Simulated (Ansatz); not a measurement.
Density of states of a Cu₅AgIr₄RuRh cell (elements on a fcc lattice, relaxed), per eV and atom, broadened by Gaussian smearing of width 0.1 eV and averaged over bins of 0.2 eV, from 8 eV under the Fermi level at most up to where the solved bands end.

All numbers below come from DFT PBE, scalar-relativistic, plane waves, PAW (Ansatz 0.2.0).

Settings: cutoff 420 eV, Γ-centred mesh 7×7×5 on the computed 12-atom cell, Gaussian smearing of 0.10 eV; no spin polarisation.

```
Cu Ru Rh Ag Ir
1.0
    -3.83160   -3.78606    0.03805
    -0.00641    3.75442    3.79290
    -3.79085    3.78336   -3.81543
Cu Ru Rh Ag Ir
5 1 1 1 4
Direct
  0.50186 0.99833 0.99379
  0.81488 0.16056 0.67679
  0.99400 0.49564 0.99155
  0.82574 0.66653 0.67509
  0.32412 0.66374 0.66941
  0.18283 0.83651 0.33848
  0.67514 0.83484 0.33581
  0.68499 0.33869 0.33721
  0.00707 0.99476 0.00977
  0.30405 0.15617 0.67056
  0.18248 0.33833 0.33317
  0.49019 0.50346 0.99306
```

```csv
E − E_F (eV),total,Cu 3d,Ir 5d,Ag 4d,Rh 4d
-7.95,0.127,0.001,0.003,0.001,0.001
-7.75,0.080,0.001,0.003,0.001,0.001
-7.55,0.160,0.002,0.007,0.003,0.001
-7.35,0.143,0.003,0.008,0.004,0.001
-7.15,0.092,0.002,0.007,0.005,0.002
-6.95,0.173,0.005,0.016,0.014,0.003
-6.75,0.222,0.006,0.026,0.027,0.005
-6.55,0.387,0.014,0.077,0.078,0.012
-6.35,0.576,0.025,0.137,0.149,0.025
-6.15,0.940,0.053,0.256,0.278,0.050
-5.95,1.136,0.069,0.323,0.364,0.066
-5.75,1.172,0.083,0.351,0.382,0.070
-5.55,1.316,0.103,0.432,0.429,0.077
-5.35,1.134,0.110,0.397,0.339,0.067
-5.15,1.122,0.143,0.409,0.287,0.058
-4.95,1.058,0.178,0.407,0.217,0.045
-4.75,0.957,0.205,0.392,0.134,0.043
-4.55,0.971,0.225,0.417,0.116,0.050
-4.35,1.143,0.316,0.490,0.116,0.060
-4.15,1.283,0.420,0.507,0.101,0.078
-3.95,1.448,0.550,0.493,0.102,0.104
-3.75,1.490,0.635,0.467,0.094,0.103
-3.55,1.532,0.715,0.440,0.085,0.106
-3.35,1.666,0.869,0.401,0.081,0.121
-3.15,2.055,1.225,0.404,0.076,0.133
-2.95,2.583,1.666,0.445,0.073,0.151
-2.75,3.011,2.050,0.471,0.058,0.164
-2.55,2.722,1.912,0.400,0.047,0.131
-2.35,2.095,1.420,0.324,0.044,0.108
-2.15,2.069,1.393,0.325,0.041,0.115
-1.95,1.991,1.288,0.360,0.038,0.119
-1.75,1.981,1.222,0.407,0.042,0.121
-1.55,1.693,0.947,0.404,0.036,0.115
-1.35,1.483,0.682,0.413,0.030,0.147
-1.15,1.326,0.499,0.416,0.027,0.157
-0.95,1.197,0.359,0.422,0.025,0.161
-0.75,1.073,0.254,0.406,0.021,0.160
-0.55,1.109,0.214,0.444,0.022,0.178
-0.35,1.169,0.190,0.510,0.025,0.176
-0.15,1.059,0.146,0.493,0.021,0.143
0.05,0.983,0.121,0.467,0.019,0.118
0.25,0.856,0.082,0.410,0.017,0.091
0.45,0.647,0.051,0.313,0.013,0.060
0.65,0.698,0.051,0.352,0.009,0.058
0.85,0.615,0.037,0.303,0.008,0.058
1.05,0.485,0.027,0.212,0.006,0.044
1.25,0.600,0.032,0.234,0.007,0.052
1.45,0.344,0.019,0.118,0.005,0.026
```

The columns after the total are the largest Löwdin projections on the valence shells of the potentials, so they needn't add up, and the weight of a shell that a potential lacks goes to other orbitals. The cell has no gap on the mesh.

Spin-orbit coupling is left out, which matters for the bands of heavy elements.